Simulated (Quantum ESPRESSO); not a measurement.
Kohn-Sham bands of ZnCu2GeS4 (I-42m)

```yaml
crystal:
  lattice:
    - [5.26859, 0.00000, 0.00000]
    - [0.00000, 5.26859, 0.00000]
    - [-2.63429, -2.63429, 5.29582]
  atoms:
    - { symbol: Zn, position: [0.00000, 0.00000, 0.00000] }
    - { symbol: Cu, position: [0.75000, 0.25000, 0.50000] }
    - { symbol: Cu, position: [0.25000, 0.75000, 0.50000] }
    - { symbol: Ge, position: [0.50000, 0.50000, 0.00000] }
    - { symbol: S, position: [0.87012, 0.87012, 0.25470] }
    - { symbol: S, position: [0.61542, 0.12988, 0.74530] }
    - { symbol: S, position: [0.38458, 0.38458, 0.25470] }
    - { symbol: S, position: [0.12988, 0.61542, 0.74530] }
```

Structure: Materials Project mp-6408, symmetrised, not relaxed again. Not found in the COD (Crystallography Open Database) copy used; not checked further. Level: PBEsol, no spin polarisation, no spin-orbit coupling; pw.x of Quantum ESPRESSO at 74 Ry with PseudoDojo potentials, 4×4×4 k-points, Wannier90. Density: 8×8×8 mesh, Gaussian smearing 0.01 Ry. A non-magnetic state is assumed, with no Hubbard U; filled 3d bands tend to lie too high at this level. Spin-orbit coupling, left out, would split the p-like bands by a few tenths of an eV.

Energies are relative to the valence-band maximum; weights are on the orthonormalised atomic waves of the pseudopotential files, averaged over the group. 96 electrons a cell are treated as valence.

| bands | from (eV) | to (eV) | filling | weight on atomic waves |
|---|---|---|---|---|
| 1 | -125.86 | -125.86 | filled | [?] |
| 2–3 | -111.71 | -111.71 | filled | [?] |
| 4–6 | -80.20 | -80.16 | filled | [?] |
| 7–12 | -69.28 | -69.22 | filled | [?] |
| 13–17 | -25.76 | -25.71 | filled | [?] |
| 18 | -15.22 | -14.50 | filled | [?] |
| 19–21 | -14.03 | -13.28 | filled | [?] |
| 22 | -9.24 | -8.82 | filled | [?] |
| 23–27 | -7.43 | -7.11 | filled | [?] |
| 28–38 | -6.83 | -2.88 | filled | [?] |
| 39–48 | -2.62 | 0.00 | filled | [?] |

Problem. Which atomic shells make up each group?

Solution. 
- 1, weight on atomic waves: Zn 3s 100 %
- 2–3, weight on atomic waves: Cu 3s 99 %
- 4–6, weight on atomic waves: Zn 3p 100 %
- 7–12, weight on atomic waves: Cu 3p 100 %
- 13–17, weight on atomic waves: Ge 3d 100 %
- 18, weight on atomic waves: S 3s 63 %, Ge 4s 21 %, Cu 4s 7 %
- 19–21, weight on atomic waves: S 3s 80 %, Ge 4p 10 %, Cu 4s 4 %
- 22, weight on atomic waves: S 3p 39 %, Ge 4s 33 %, S 3s 16 %
- 23–27, weight on atomic waves: Zn 3d 90 %, S 3p 7 %
- 28–38, weight on atomic waves: S 3p 63 %, Cu 3d 20 %, Ge 4p 6 %
- 39–48, weight on atomic waves: Cu 3d 75 %, S 3p 18 %

The Kohn-Sham gap over both meshes and the path is 0.41 eV.
